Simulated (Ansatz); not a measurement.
HPbNO4 and the effect of the functional

```
CELL_PARAMETERS angstrom
4.19923 0.11117 0.16817
1.91600 3.89132 0.12568
1.76085 1.25259 6.37266
ATOMIC_POSITIONS crystal
H 0.89145 0.68202 0.62796
Pb 0.14426 0.92872 0.88352
N 0.25670 0.28861 0.30171
O 0.83108 0.65056 0.78405
O 0.38694 0.22380 0.11295
O 0.31104 0.03576 0.45856
O 0.07726 0.60633 0.32275
```

The cell comes from a database or a generator and needn't be the stable form of this composition.

Kept alike: task band structure; k mesh 5 × 5 × 4; occupations fermi-dirac, width 0.05 eV; no spin polarisation. Program: Ansatz, all-electron LAPW, scalar-relativistic. The mesh is that of the run's cell of 7 atoms. No spin-orbit coupling.

```csv
functional,band gap (eV),pressure (GPa)
BLYP,2.838,2.39
LDA,2.798,-5.95
PBE,2.876,-0.10
PBEsol,2.868,-2.90
RPBE,2.930,2.54
revPBE,2.920,1.92
```

Pressure is positive in compression. Spin-orbit coupling, left out here, moves the band edges of heavy atoms and can close or invert small gaps. Gaps are the smaller of the mesh's and the band path's.

**Question.** What does the functional change here?

**Answer.** The band gap runs from 2.798 (LDA) to 2.930 eV (RPBE). From PBE: BLYP -0.038; LDA -0.078; PBEsol -0.008; RPBE +0.054; revPBE +0.044. The pressure runs from -5.95 (LDA) to 2.54 GPa (RPBE). From PBE: BLYP +2.49; LDA -5.85; PBEsol -2.80; RPBE +2.64; revPBE +2.02. A positive pressure means that the functional's own cell is larger than the one given, a negative one that it is smaller.
